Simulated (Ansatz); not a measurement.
The start is a generated trial cell of TiB2 in the Al2Cu structure type. A full variable-cell relaxation at zero pressure is run with PBEsol (plane waves to 420 eV, PAW, scalar-relativistic; Ansatz, a first-principles code). The first steps use a coarse 6×6×6 k-mesh.

The start:
```
TiB2
1.0
   -3.40703     3.40703     2.74142
    3.40703    -3.40703     2.74142
    3.40703     3.40703    -2.74142
B Ti
4 2
Direct
  0.65800   0.15800   0.81600
  0.84200   0.65800   0.50000
  0.15800   0.34200   0.50000
  0.34200   0.84200   0.18400
  0.25000   0.25000   0.00000
  0.75000   0.75000   0.00000
```

```yaml
energy_released: 2.54 eV/atom
volume_change: -53.5 %, from 21.21 to 9.88 Å³/atom
band_gap_at_the_end: no gap (metallic)
optimiser_moves: 19
```

Final values are on a 16×16×13 k-mesh of the relaxed cell. No spin polarisation in the result.

The run could not lower the symmetry of its start; a shaken copy of this end point relaxes with PBEsol to P6/mmm (No. 191), 1.22 eV/atom lower.

The relaxed structure here is a generated cell of TiB2: the first start was made by placing the elements on the sites of a structure type, and the end was not matched to a known phase here, so it may be hypothetical. Known forms of TiB2 include space group No. 191.
